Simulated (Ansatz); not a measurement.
Computed with DFT PBE, scalar-relativistic, plane waves, PAW (Ansatz 0.2.0). Settings: cutoff 420 eV, Γ-centred meshes spaced at most about 0.3 Å⁻¹, and about 0.25 Å⁻¹ or finer for metals (2π included), Gaussian smearing. No spin polarisation in the final relaxations.

Temperature and zero-point effects are left out.

Two relaxed structures of ScGaSe:

A.

```xyz
6
Lattice="5.0490 0.0000 0.0000 -2.5245 4.3726 0.0000 0.0000 0.0000 5.3858" Properties=species:S:1:pos:R:3 pbc="T T T"
Sc    2.5245    1.4575    1.3464
Sc    0.0000    2.9150    4.0393
Ga    0.0000    0.0000    2.6929
Ga    0.0000    0.0000    0.0000
Se    0.0000    2.9150    1.3464
Se    2.5245    1.4575    4.0393
```

B.

```xyz
3
Lattice="4.5669 0.0000 0.0000 -2.2835 3.9551 0.0000 0.0000 0.0000 3.3972" Properties=species:S:1:pos:R:3 pbc="T T T"
Sc    2.2835    1.3184    0.0000
Ga    0.0000    0.0000    1.6986
Se    0.0000    2.6367    1.6986
```

Task: Which form is favoured at zero pressure, and by what margin per atom?

Result: A is lower, by 271 meV/atom. A has space group P6_3/mmc (No. 194), 19.8 Å³/atom and no gap on its mesh; B has space group P-6m2 (No. 187), 20.5 Å³/atom and no gap. Counting Se atoms around Ga and Sc (those within 1.25 times the shortest such distance or 1.15 times the sum of covalent radii, 1.27 where that leaves under three; the shortest distance is added where it exceeds 1.18 times the sum of covalent radii), A has Sc 5, Ga 6 from 3.2 Å and B has Sc 6, Ga 3. The denser one is the lower, and pressure would at first widen the difference. In A, Sc is surrounded by 2 Se at 2.69 Å, 3 Se at 2.92 Å and 6 Ga at 3.21 Å; Ga has 2 Ga at 2.69 Å, 6 Sc at 3.21 Å and 6 Se at 3.21 Å; around Se lie 2 Sc at 2.69 Å, 3 Sc at 2.92 Å and 6 Ga at 3.21 Å. In B, Sc is surrounded by 6 Ga at 3.14 Å, 6 Se at 3.14 Å and 2 Sc at 3.40 Å; Ga has 3 Se at 2.64 Å, 6 Sc at 3.14 Å and 2 Ga at 3.40 Å; around Se lie 3 Ga at 2.64 Å, 6 Sc at 3.14 Å and 2 Se at 3.40 Å. Both come from invented guesses.

Cells relaxed within their symmetry can be saddle points.
